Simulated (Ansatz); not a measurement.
## Rigid cleavage in Cr2B3

Level of theory: DFT PBEsol, scalar-relativistic, plane waves, PAW (Ansatz 0.2.0). Settings: plane waves to 420 eV, k-mesh 13×13×3 (Γ-centred), Gaussian smearing 0.15 eV. No spin polarisation. A magnetic state may lie lower. Energies are free energies at this smearing, counted from the undisturbed cell; pressure is positive in compression.

The starting cell (relaxed at this level; with this scan's settings it stands at 0.1 GPa; it needn't be the usual structure):

```
CELL_PARAMETERS angstrom
-2.89391 0.00000 0.00000
0.00000 0.00000 -2.92884
0.00000 -18.04254 0.00000
ATOMIC_POSITIONS crystal
Cr 0.00000 0.25000 0.04700
Cr 0.50000 0.25000 0.54700
Cr 0.00000 0.75000 0.45300
Cr 0.50000 0.75000 0.95300
Cr 0.00000 0.25000 0.32188
Cr 0.50000 0.25000 0.82188
Cr 0.00000 0.75000 0.17812
Cr 0.50000 0.75000 0.67812
B 0.00000 0.25000 0.72632
B 0.50000 0.25000 0.22632
B 0.00000 0.75000 0.77368
B 0.50000 0.75000 0.27368
B 0.00000 0.25000 0.92296
B 0.50000 0.25000 0.42296
B 0.00000 0.75000 0.57704
B 0.50000 0.75000 0.07704
B 0.00000 0.25000 0.63097
B 0.50000 0.25000 0.13097
B 0.00000 0.75000 0.86903
B 0.50000 0.75000 0.36903
```

The cut lies on the cell's a–b face, a (0 -1 0) plane (indices in the standard cell, whose axes needn't be the Cartesian ones shown) of area 8.48 Å², between layers 1.70 Å apart. Vector c is lengthened by d along the normal with the atoms' Cartesian places fixed: one unrelaxed cut a cell. The cell is metallic on the mesh throughout.

```
d (Å) energy (J/m²)
-0.30           1.60
-0.15           0.32
 0.00           0.00
 0.25           0.52
 0.50           1.52
 0.75           2.59
 1.00           3.58
 1.50           5.09
 2.00           5.98
 3.00           6.76
 4.50           7.00
 6.00           7.02
```

(1) Predict the traction dE/dd (GPa) at each point.

Answers

(1)
```tsv
d (Å)	traction dE/dd (GPa)
-0.30	-129.1
-0.15	-47.8
0.00	0.3
0.25	34.5
0.50	43.0
0.75	41.9
1.00	36.7
1.50	23.6
2.00	13.1
3.00	4.1
4.50	0.3
6.00	0.0
```

Cost: 12 runs of about 25 core-minutes in all, on Arm Neoverse V1 (shared hosts).